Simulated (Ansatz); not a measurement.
# CaBC: axial (c/a) deformation path

These are results of DFT PBE, scalar-relativistic, plane waves, PAW in Ansatz 0.2.0, not measurements. The runs took a 420 eV cutoff, a Γ-centred 24×24×8 mesh and Gaussian smearing (0.15 eV). No spin polarisation. Energies are free energies at this smearing, counted from the undisturbed cell; pressure is positive in compression.

The starting cell (relaxed at this level; it needn't be the usual structure):

```
Ca B C
1.0
     2.96198    0.00000    0.00000
    -1.48099    2.56515    0.00000
     0.00000    0.00000    8.19338
Ca B C
2 2 2
Cartesian
  0.0000 0.0000 0.0000
  0.0000 0.0000 4.0967
  1.4810 0.8550 2.0483
  0.0000 1.7101 6.1450
  1.4810 0.8550 6.1450
  0.0000 1.7101 2.0483
```

At fixed volume and fractional coordinates, lengths along (0.000, 0.000, 1.000) are scaled against those across it; ρ is that ratio over its starting value. The cell is metallic on the mesh throughout.

```
    ρ  ΔE (meV/atom)
0.800          274.0
0.850          149.0
0.920           40.3
0.960            9.9
1.000            0.0
1.050           13.4
1.100           51.5
1.200          186.5
1.300          380.2
```

(1) Predict the pressure (GPa) at each point.

## Answers

(1)
```
    ρ  pressure (GPa)
0.800             0.6
0.850            -0.1
0.920            -0.6
0.960            -0.5
1.000             0.0
1.050             1.3
1.100             3.1
1.200             8.8
1.300            16.6
```

Cost: 9 runs of about 6.4 core-minutes in all, on Arm Neoverse N1 (shared hosts).